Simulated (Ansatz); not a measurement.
Relaxed-ion elastic tensor of PbS (rock salt, space group No. 225) in GPa (Voigt order), plane-wave PAW r²SCAN (Ansatz code); density 7.45 g/cm³, 26.66 Å³ per atom.

```
 138  17.6  17.6   0.0   0.0   0.0
17.6   138  17.6   0.0   0.0   0.0
17.6  17.6   138   0.0   0.0   0.0
 0.0   0.0   0.0  20.6   0.0   0.0
 0.0   0.0   0.0   0.0  20.6   0.0
 0.0   0.0   0.0   0.0   0.0  20.6
```

**Question.** Is the crystal mechanically stable?

**Answer.** Yes: the smallest eigenvalue of C is 20.6 GPa.

**Question.** Work out the Voigt, Reuss and Hill averages.

**Answer.** K_V = 57.9, K_R = 57.9, K_H = 57.9; G_V = 36.5, G_R = 28.0, G_H = 32.3 GPa.

**Question.** Give Young's modulus, Poisson's ratio, Pugh's ratio and the universal anisotropy index.

**Answer.** E = 9KG/(3K + G) = 81.6 GPa; ν = 0.27; K/G = 1.79 (near the Pugh limit of 1.75, no verdict); A_U = 5G_V/G_R + K_V/K_R − 6 = 1.53.

**Question.** Estimate the sound speeds and the Debye temperature.

**Answer.** v_l = √((K + 4G/3)/ρ) = 3680 m/s, v_t = √(G/ρ) = 2080 m/s, mean 2310 m/s; Θ = (h/k)(3n/4πV)^(1/3) v_m = 231 K.

**Question.** Give the Zener ratio and Young's modulus along [100], [110] and [111].

**Answer.** A = 2C44/(C11 − C12) = 0.34; 1/E = S11 − 2(S11 − S12 − S44/2)Γ with Γ = 0, 1/4, 1/3 gives 134, 64.8, 55.3 GPa.

**Question.** Solve the Christoffel equation for the three sound speeds along [100], [110], [111].

**Answer.** Eigenvalues of C_ijkl n_j n_l equal ρv². In km/s, slowest first: [100] 1.66, 1.66, 4.31; [110] 1.66, 2.85, 3.64; [111] 2.51, 2.51, 3.38.

Space group Fm-3m (rock salt). Symmetry was held in the r²SCAN relaxation. Spin–orbit coupling is left out wherever it is not named.

Potentials: the later of the program's two PAW sets.
